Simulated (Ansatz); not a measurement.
**Relaxed lattice of In3Se against the functional**

Method: plane-wave DFT with PAW (Ansatz; 420 eV, 500 eV for r²SCAN). Each run relaxes cell and atoms to zero pressure from this start:

```xyz
4
Lattice="4.8038 0.0000 0.0000 0.0000 4.8038 0.0000 0.0000 0.0000 4.8038" Properties=species:S:1:pos:R:3 pbc="T T T"
In    0.0000    2.4019    2.4019
In    2.4019    0.0000    2.4019
In    2.4019    2.4019    0.0000
Se    0.0000    0.0000    0.0000
```

The Γ-centred k-mesh is 10×10×10. The occupation rule is Gaussian smearing, 0.1 eV and the spin treatment is unpolarised.

Lengths are those of the conventional cell, space group Pm-3m.

Q: Order by relaxed volume, smallest first.
A. PBEsol
B. LDA
C. r2SCAN
D. PBE

A: B (24.52 Å³/atom), A (25.44 Å³/atom), C (26.68 Å³/atom), D (27.48 Å³/atom).

```tsv
functional	a (Å)	volume (Å³/atom)	gap on mesh (eV)
LDA	4.612	24.52	metal
PBEsol	4.668	25.44	metal
PBE	4.790	27.48	metal
r2SCAN	4.743	26.68	metal
```

Cost: 4 runs of about 4.1 core-minutes in all, on Intel Xeon Platinum 8488C (Sapphire Rapids) (shared hosts).